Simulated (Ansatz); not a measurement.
Task: Name crystals whose computed values (PBEsol in the plane-wave PAW code Ansatz) fall in these windows: electron conductivity mass (mₑ) 0.65 to 0.94; ε0 68 to 91.

Result: 

```csv
crystal,electron conductivity mass (mₑ),ε0
"SrZrO3, R3c (Sr on 6a, Zr on 6a, O on 18b)",0.80,77.8
```
Others may fit too.

Typed or built starts, not in the databases checked: SrZrO3, R3c (Sr on 6a, Zr on 6a, O on 18b). The cell was relaxed under the symmetry of its start. Named crystals with no word on spin ran without spin polarisation. Spin–orbit coupling is left out wherever it is not named.

Potentials: the earlier of the program's two PAW sets. The files were generated under PBE; for other functionals the program regenerates the frozen cores, and for LDA and PBEsol the local potential too.
